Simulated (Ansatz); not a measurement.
# Computed properties of TaRu

TaRu:
```yaml
crystal:
  lattice:
    - [3.00182, 0.00000, 0.00000]
    - [0.00000, 3.00182, 0.00000]
    - [0.00000, 0.00000, 3.36682]
  atoms:
    - { symbol: Ta, position: [0.50000, 0.50000, 0.50000] }
    - { symbol: Ru, position: [0.00000, 0.00000, 0.00000] }
```

Space group P4/mmm (No. 123), L1₀ or tetragonal B2; conventional cell a = b = 3.0018 Å, c = 3.3668 Å, α = β = γ = 90.00°.

Method: LDA (plane waves, PAW; program Ansatz). Geometry: relaxed at this level of theory. Other levels are named where they apply.

Cell and energy:

- Volume per atom = 15.17 Å³
- Density = 15.44 g/cm³
- Formation energy from the elements (no fitted shifts) = -0.28 eV/atom

Electronic structure:

- Electronic character = metallic (no gap)
- Density of states at the Fermi level = 1.00 states/eV per atom (mean over ±0.08 eV)

Mechanics:

- Bulk modulus (Birch–Murnaghan fit): 288 GPa
- Pressure derivative B′: 4.3
- Elastic constants (relaxed ions, GPa): C11 = 415, C12 = 220, C13 = 234, C33 = 385, C44 = 70.6, C66 = 71.2
- Mechanical stability: stable (all eigenvalues of C positive)
- Hill bulk and shear moduli: 288 and 77.1 GPa
- Young's modulus: 212 GPa
- Poisson's ratio: 0.38
- Debye temperature from the elastic constants: 303 K

Phonons:

Highest zone-centre frequency: 4.68 THz
Zone-centre stability: no imaginary mode at Γ

The first step of the workflow began from a Materials Project structure, measured or hypothetical; the Crystallography Open Database files this formula in space group No. 123, but the cells were not matched. Its standing as an ambient phase is unchecked. The cell was relaxed with LDA under the symmetry of its start. No spin polarisation was allowed. As this level gives no gap, shear constants depend on the k-mesh and smearing (Fermi–Dirac, 0.1 eV here). As this level gives no gap, phonon frequencies hold no LO–TO term and depend on the k-mesh and smearing (Fermi–Dirac, 0.1 eV here). Axis ratios of metals converge slowly with the k-mesh, so a and c are less sure than the volume. The references are the lowest solids computed at this level, not always the standard phases. Scalar-relativistic: spin–orbit coupling is off unless named, which matters more the heavier the elements.

Potentials: the later of the program's two PAW sets.
